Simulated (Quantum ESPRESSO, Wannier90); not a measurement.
BiBrO (P4/nmm): Wannier90 run

Materials Project entry mp-23072; symmetrised, unrelaxed at this level. COD (Crystallography Open Database) has an entry of this formula and space group (matched by these alone). Method: PBEsol plane waves in Quantum ESPRESSO 7.5 (PseudoDojo norm-conserving files, 68 Ry, spinors with spin-orbit coupling), Bloch states on a 4×4×4 mesh through Γ, Wannier90 4.0.1. Density: 8×8×4 mesh, Gaussian smearing 0.01 Ry.

On the energy scale of pw.x, whose zero is arbitrary, the valence-band maximum lies at 6.90 eV.

Input w.win:

```
num_bands = 4
num_wann = 4
exclude_bands = 1-20,25-94
spinors = true
num_iter = 1000
conv_tol = 1.0e-6
conv_window = 4
write_hr = true
write_u_matrices = true
auto_projections = true
begin unit_cell_cart
ang
    3.9278300000    0.0000000000    0.0000000000
    0.0000000000    3.9278300000    0.0000000000
    0.0000000000    0.0000000000    8.3943200000
end unit_cell_cart
begin atoms_frac
Bi   0.0000000000  0.5000000000 -0.1485600000
Bi   0.5000000000  0.0000000000  0.1485600000
Br   0.5000000000  0.0000000000 -0.3347100000
Br   0.0000000000  0.5000000000  0.3347100000
O    0.0000000000  0.0000000000  0.0000000000
O    0.5000000000  0.5000000000  0.0000000000
end atoms_frac
mp_grid = 4 4 4
begin kpoints
0.0000000000 0.0000000000 0.0000000000
0.0000000000 0.0000000000 0.2500000000
0.0000000000 0.0000000000 0.5000000000
... (61 more lines: the 4x4x4 mesh through Gamma)
end kpoints
```

Input of pw2wannier90.x that gives the overlap and projection files (equivalent; here they were cut from one run over all bands):

```
&inputpp
  outdir = './out'
  prefix = 'pwscf'
  seedname = 'w'
  write_amn = .true.
  write_mmn = .true.
  atom_proj = .true.
  atom_proj_exclude = 1 2 3 4 5 6 7 8 9 10 11 12 13 14 15 16 17 18 19 20 21 22 23 24 25 26 27 28 29 30 31 32 33 34 35 36 37 38 39 40 41 42 43 44 45 46 47 48 49 50 51 52 55 56 57 58 59 60 63 64 65 66 67 68
/
```

Output w.wout (banner and timings cut):

```
                                    ------
                                    SYSTEM
                                    ------

                              Lattice Vectors (Ang)
                    a_1     3.927830   0.000000   0.000000
                    a_2     0.000000   3.927830   0.000000
                    a_3     0.000000   0.000000   8.394320

                   Unit Cell Volume:     129.50630  (Ang^3)

                        Reciprocal-Space Vectors (Ang^-1)
                    b_1     1.599658   0.000000   0.000000
                    b_2     0.000000   1.599658   0.000000
                    b_3     0.000000   0.000000   0.748504

 *----------------------------------------------------------------------------*
 |   Site       Fractional Coordinate          Cartesian Coordinate (Ang)     |
 +----------------------------------------------------------------------------+
 | bi   1   0.00000   0.50000  -0.14856   |    0.00000   1.96392  -1.24706    |
 | bi   2   0.50000   0.00000   0.14856   |    1.96392   0.00000   1.24706    |
 | br   1   0.50000   0.00000  -0.33471   |    1.96392   0.00000  -2.80966    |
 | br   2   0.00000   0.50000   0.33471   |    0.00000   1.96392   2.80966    |
 | o    1   0.00000   0.00000   0.00000   |    0.00000   0.00000   0.00000    |
 | o    2   0.50000   0.50000   0.00000   |    1.96392   1.96392   0.00000    |
 *----------------------------------------------------------------------------*
                                ------------
                                K-POINT GRID
                                ------------

             Grid size =  4 x  4 x  4      Total points =   64

 *---------------------------------- MAIN ------------------------------------*
 |  Number of Wannier Functions               :                 4             |
 |  Number of Objective Wannier Functions     :                 4             |
 |  Number of input Bloch states              :                 4             |
 |  Output verbosity (1=low, 5=high)          :                 1             |
 |  Timing Level (1=low, 5=high)              :                 1             |
 |  Optimisation (0=memory, 3=speed)          :                 3             |
 |  Length Unit                               :               Ang             |
 |  Post-processing setup (write *.nnkp)      :                 F             |
 |  Using Gamma-only branch of algorithms     :                 F             |
 *----------------------------------------------------------------------------*
 *------------------------------- WANNIERISE ---------------------------------*
 |  Total number of iterations                :              1000             |
 |  Number of CG steps before reset           :                 5             |
 |  Trial step length for line search         :             2.000             |
 |  Convergence tolerence                     :         0.100E-05             |
 |  Convergence window                        :                 4             |
 |  Iterations between writing output         :                 1             |
 |  Iterations between backing up to disk     :               100             |
 |  Write r^2_nm to file                      :                 F             |
 |  Write xyz WF centres to file              :                 F             |
 |  Write on-site energies <0n|H|0n> to file  :                 F             |
 |  Use guiding centre to control phases      :                 F             |
 |  Use phases for initial projections        :                 F             |
 *----------------------------------------------------------------------------*
 *-------------------------------- PLOTTING ----------------------------------*
 |  Plotting Hamiltonian in WF basis          :                 T             |
 *----------------------------------------------------------------------------*

       ... (k-mesh section left out)

 Starting a new Wannier90 calculation ...

 Reading overlaps from w.mmn

 Reading projections from w.amn

 *------------------------------- WANNIERISE ---------------------------------*
 +--------------------------------------------------------------------+<-- CONV
 | Iter  Delta Spread     RMS Gradient      Spread (Ang^2)            |<-- CONV
 +--------------------------------------------------------------------+<-- CONV

 ------------------------------------------------------------------------------
 Initial State
  WF centre and spread    1  ( -0.000000, -0.000000, -0.000000 )     1.16199061
  WF centre and spread    2  (  0.000000, -0.000000,  0.000000 )     1.16199061
  WF centre and spread    3  (  1.963915,  1.963915, -0.000000 )     1.16199061
  WF centre and spread    4  (  1.963915,  1.963915, -0.000000 )     1.16199061
  Sum of centres and spreads (  3.927830,  3.927830,  0.000000 )     4.64796246

      0     0.465E+01     0.0000000000        4.6479624590  <-- CONV
        O_D=      0.0002120 O_OD=      0.0042641 O_TOT=      4.6479625 <-- SPRD
 ------------------------------------------------------------------------------
      1    -0.301E-04     0.0066444086        4.6479323345  <-- CONV
        O_D=      0.0002122 O_OD=      0.0042338 O_TOT=      4.6479323 <-- SPRD
      2    -0.502E-06     0.0009453188        4.6479318325  <-- CONV
        O_D=      0.0002122 O_OD=      0.0042333 O_TOT=      4.6479318 <-- SPRD
      3    -0.326E-06     0.0006979203        4.6479315066  <-- CONV
        O_D=      0.0002121 O_OD=      0.0042330 O_TOT=      4.6479315 <-- SPRD
      4    -0.237E-06     0.0007231508        4.6479312698  <-- CONV
        O_D=      0.0002120 O_OD=      0.0042329 O_TOT=      4.6479313 <-- SPRD
      5    -0.199E-07     0.0003012620        4.6479312500  <-- CONV
        O_D=      0.0002120 O_OD=      0.0042329 O_TOT=      4.6479312 <-- SPRD
             <<<     Delta < 1.000E-06  over  4 iterations     >>>
             <<< Wannierisation convergence criteria satisfied >>>
 Final State
  WF centre and spread    1  ( -0.000000, -0.000000, -0.000000 )     1.16198281
  WF centre and spread    2  (  0.000000, -0.000000,  0.000000 )     1.16198281
  WF centre and spread    3  (  1.963915,  1.963915, -0.000000 )     1.16198281
  WF centre and spread    4  (  1.963915,  1.963915, -0.000000 )     1.16198281
  Sum of centres and spreads (  3.927830,  3.927830,  0.000000 )     4.64793125

         Spreads (Ang^2)       Omega I      =     4.643486359
        ================       Omega D      =     0.000212001
                               Omega OD     =     0.004232890
    Final Spread (Ang^2)       Omega Total  =     4.647931250
```
